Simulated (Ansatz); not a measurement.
Relaxed-ion elastic tensor of KMgF$_{3}$ (cubic perovskite, space group No. 221) in GPa (Voigt order), PBE (plane waves, PAW; program Ansatz); density 3.00 g/cm³, 13.33 Å³ per atom.

```json
[
 {"": "1", "1": "121", "2": "38.7", "3": "38.7", "4": "0.0", "5": "0.0", "6": "0.0"},
 {"": "2", "1": "38.7", "2": "121", "3": "38.7", "4": "0.0", "5": "0.0", "6": "0.0"},
 {"": "3", "1": "38.7", "2": "38.7", "3": "121", "4": "0.0", "5": "0.0", "6": "0.0"},
 {"": "4", "1": "0.0", "2": "0.0", "3": "0.0", "4": "43.7", "5": "0.0", "6": "0.0"},
 {"": "5", "1": "0.0", "2": "0.0", "3": "0.0", "4": "0.0", "5": "43.7", "6": "0.0"},
 {"": "6", "1": "0.0", "2": "0.0", "3": "0.0", "4": "0.0", "5": "0.0", "6": "43.7"}
]
```

### Question
Is the crystal mechanically stable?

### Answer
Yes: the smallest eigenvalue of C is 43.7 GPa.

### Question
Work out the Voigt, Reuss and Hill averages.

### Answer
K_V = 66.2, K_R = 66.2, K_H = 66.2; G_V = 42.7, G_R = 42.7, G_H = 42.7 GPa.

### Question
Give Young's modulus, Poisson's ratio, Pugh's ratio and the universal anisotropy index.

### Answer
E = 9KG/(3K + G) = 105 GPa; ν = 0.23; K/G = 1.55 (brittle by the Pugh limit of 1.75); A_U = 5G_V/G_R + K_V/K_R − 6 = 0.00.

### Question
Estimate the sound speeds and the Debye temperature.

### Answer
v_l = √((K + 4G/3)/ρ) = 6410 m/s, v_t = √(G/ρ) = 3770 m/s, mean 4180 m/s; Θ = (h/k)(3n/4πV)^(1/3) v_m = 525 K.

### Question
Give the Zener ratio and Young's modulus along [100], [110] and [111].

### Answer
A = 2C44/(C11 − C12) = 1.06; 1/E = S11 − 2(S11 − S12 − S44/2)Γ with Γ = 0, 1/4, 1/3 gives 102, 106, 107 GPa.

### Question
Solve the Christoffel equation for the three sound speeds along [100], [110], [111].

### Answer
Eigenvalues of C_ijkl n_j n_l equal ρv². In km/s, slowest first: [100] 3.82, 3.82, 6.35; [110] 3.71, 3.82, 6.42; [111] 3.74, 3.74, 6.44.

Space group Pm-3m (cubic perovskite). The cell was relaxed with PBE under the symmetry of its start; phonons on a q-mesh show no instability.

Potentials: the later of the program's two PAW sets.
